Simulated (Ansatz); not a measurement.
K₂NiO₂:
```yaml
crystal:
  lattice:
    - [-1.96286, 1.96286, 6.37186]
    - [1.96286, -1.96286, 6.37186]
    - [1.96286, 1.96286, -6.37186]
  atoms:
    - { symbol: K, position: [0.65490, 0.65490, 0.00000] }
    - { symbol: K, position: [0.34510, 0.34510, 0.00000] }
    - { symbol: Ni, position: [0.00000, 0.00000, 0.00000] }
    - { symbol: O, position: [0.13229, 0.13229, 0.00000] }
    - { symbol: O, position: [0.86771, 0.86771, 0.00000] }
```
The run is spin-polarised; directions of the spins, atom by atom: 0 0 ↑ ↑ ↑.

Relaxed with r²SCAN. Special points in fractions of this cell's reciprocal vectors: Γ (0.000, 0.000, 0.000); X (0.000, 0.000, 0.500); P (0.250, 0.250, 0.250); N (0.000, 0.500, 0.000); M (0.500, 0.500, -0.500); S (0.274, 0.726, -0.274); S0 (-0.274, 0.274, 0.274); R (-0.047, 0.047, 0.500); G (0.500, 0.500, -0.047).

Q: List the band energies nearest the valence-band maximum at these points for plane-wave PAW r²SCAN (Ansatz code).

A: In eV from the valence-band maximum; about four levels below and three above (degenerate sets whole), none deeper than 8.9 eV; points with the same levels are listed once.

```
k                           below                above
---  ----------------------------  -------------------
Γ ↑       -1.70 -1.69 -0.47 -0.47       3.29 6.04 6.92
X ↑       -1.61 -0.63 -0.56 -0.42       4.35 5.01 6.59
P ↑       -1.61 -0.60 -0.60 -0.42       4.63 4.63 6.72
N ↑       -1.76 -1.04 -0.85 -0.64  3.88 5.86 6.89 6.89
M ↑       -1.87 -1.70 -0.45 -0.45       4.69 5.07 5.80
S ↑       -1.76 -1.03 -0.87 -0.64       3.94 5.92 6.81
R ↑       -1.62 -0.65 -0.56 -0.46  4.39 4.96 6.69 6.69
Γ ↓       -1.25 -1.25 -0.81 -0.55       1.88 1.88 3.60
X ↓        -1.69 -0.77 -0.44 0.00       1.70 1.85 4.36
P ↓  -1.69 -1.69 -0.76 -0.44 0.00  1.77 1.77 4.69 4.69
N ↓       -1.51 -1.08 -0.63 -0.34       1.59 1.78 3.96
M ↓       -1.22 -1.22 -0.81 -0.55       1.92 1.92 5.06
S ↓       -1.51 -1.09 -0.63 -0.36       1.59 1.78 4.02
R ↓       -1.68 -0.76 -0.45 -0.04       1.70 1.85 4.40
```

Space group I4/mmm. The workflow started from a Materials Project entry (that database holds measured and hypothetical structures alike); the Crystallography Open Database files this formula in space group No. 139, but the cells were not matched. Its standing as an ambient phase is unchecked. Symmetry was held in the r²SCAN relaxation; its stability against distortions is not shown here. The final state is ferromagnetic, the only order run, not a proven ground state. The cell computed holds one magnetic atom, so no antiferromagnetic order was within reach. Other orbital occupations within this spin state were not tried. No Hubbard U is applied.

Potentials: the later of the program's two PAW sets.
